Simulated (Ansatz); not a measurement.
The cell below belongs to a search over invented structures; it isn't taken from experiment.

Input and command of a plane-wave DFT calculation in Ansatz:

```yaml
crystal:
  lattice:
    - [-1.92670161, 1.92670161, 8.64283114]
    - [1.92670161, -1.92670161, 8.64283114]
    - [1.92670161, 1.92670161, -8.64283114]
  atoms:
    - { symbol: Hf, position: [0.0, 0.0, 0.0] }
    - { symbol: Hf, position: [0.3992427, 0.3992427, 0.0] }
    - { symbol: Hf, position: [0.6007573, 0.6007573, 0.0] }
    - { symbol: Br, position: [0.19977106, 0.19977106, 0.0] }
    - { symbol: Br, position: [0.80022894, 0.80022894, 0.0] }
basis:
  ecutwfc: 420
kpoints:
  mp_grid: { grid: [6, 6, 6] }
hamiltonian:
  xc: pbe
scf:
  occupations: { method: gaussian, width: 0.1 }
  lower_state_search: "off"
output:
  forces: true
  stress: true
  eigenvalues: true
relax:
  adjacent_minimum: "off"
  f_tol: 0.04
  max_steps: 70
  cell: { stress_tol: 0.4 }
```

```bash
ansatz run input.yaml --threads 1 --pin off --max-ram 2560MiB --backend cpu --events-out ev --progress --plain --runs-dir out
```

Processor: Intel(R) Xeon(R) 6975P-C (Granite Rapids), 1 thread, on a host shared with other jobs.

Task: Estimate time, memory and problem size.

Result: About 2.2 min, peak memory 0.55 GiB. It solves 56 bands at 30 k points (after reduction by symmetry) with about 2547 plane waves (on the last cell), in 138 SCF iterations over 17 ionic steps.
